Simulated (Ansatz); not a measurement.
NaCl:
Space group Pm-3m (No. 221); a = 3.461 Å, b = 3.461 Å, c = 3.461 Å, α = 90.00°, β = 90.00°, γ = 90.00°

```tsv
atom	site	symmetry	x	y	z
Na	1a	m-3m	0.0000	0.0000	0.0000
Cl	1b	m-3m	0.5000	0.5000	0.5000
```

Relaxed with r²SCAN. Independent-particle spectrum: no excitons, no local fields, no scissors shift; 0.1 eV broadening; ε₁ of the summed bands alone.

Question: Tabulate the dielectric function from r²SCAN (plane waves, PAW; program Ansatz).

Answer: 

| E (eV) | ε₁ xx | ε₂ xx |
|---|---|---|
| 0.0 | 2.74 | 0.00 |
| 0.5 | 2.75 | 0.00 |
| 1.0 | 2.76 | 0.00 |
| 1.5 | 2.79 | 0.00 |
| 2.0 | 2.82 | 0.00 |
| 2.5 | 2.87 | 0.00 |
| 3.0 | 2.93 | 0.00 |
| 3.5 | 3.01 | 0.00 |
| 4.0 | 3.12 | 0.00 |
| 4.5 | 3.26 | 0.00 |
| 5.0 | 3.48 | 0.00 |
| 5.5 | 3.98 | 0.16 |
| 6.0 | 4.05 | 0.62 |
| 6.5 | 4.12 | 0.90 |
| 7.0 | 4.21 | 1.18 |
| 7.5 | 4.35 | 1.51 |
| 8.0 | 4.23 | 2.03 |
| 8.5 | 4.68 | 1.50 |
| 9.0 | 6.14 | 3.88 |
| 9.5 | 2.20 | 5.66 |
| 10.0 | 2.43 | 5.56 |
| 10.5 | -0.46 | 5.64 |
| 11.0 | -0.52 | 3.97 |
| 11.5 | -1.09 | 3.00 |
| 12.0 | -0.18 | 1.73 |

Question: From ε at 6.0 eV (xx: 4.05 + 0.62i), find n, k, the normal reflectivity and the absorption coefficient.

Answer: n = 2.02, k = 0.153, R = 12 %, α = 2kE/ħc = 93000 cm⁻¹.

With all bands, ε∞ without local fields is 2.79. DFPT, with local fields, gives 2.58.

This is a known high-pressure phase of the composition, computed here at zero pressure and temperature. The cell was relaxed with r²SCAN under the symmetry of its start. At this level the phase is dynamically unstable (imaginary phonons).

Potentials: the later of the program's two PAW sets.
